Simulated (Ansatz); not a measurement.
The relaxed structure here is a generated cell of YSi2: the first start was made by a random draw of sites in a space group, and the end was not matched to a known phase here, so it may be hypothetical.

One stationary structure of YSi2. All values below come from r2SCAN (plane waves to 500 eV, PAW, scalar-relativistic; Ansatz, a quantum-chemistry and plane-wave program).

```
CELL_PARAMETERS angstrom
      2.97612     0.00000     0.00000
      0.00000     2.97612     0.00000
      0.00000     0.00000     7.92083
ATOMIC_POSITIONS crystal
  Si 0.00000 0.00000 0.85439
  Si 0.00000 0.00000 0.14561
  Y  0.00000 0.00000 0.50000
```

Question: Determine the symmetry and give the standard cell with its independent sites.

Answer: Space group P4/mmm (No. 123); a = b = 2.976 Å, c = 7.921 Å, α = β = γ = 90.00°

| atom | site | symmetry | x | y | z |
|---|---|---|---|---|---|
| Si | 2g | 4mm | 0.0000 | 0.0000 | 0.1456 |
| Y | 1b | 4/mmm | 0.0000 | 0.0000 | 0.5000 |

Question: Give the shortest distances between elements (the closest pairs, up to four, under 3.6 Å).

Answer: Si–Si 2.31 Å; Si–Y 2.81 Å; Y–Y 2.98 Å.

- Volume per atom = 23.39 Å³
- Band gap = no gap (metallic)

No spin polarisation in the result. The relaxed primitive cell holds an odd number of electrons. A magnetic state may lie lower.

The run could not lose the symmetry of its start, so the end can be a saddle point.
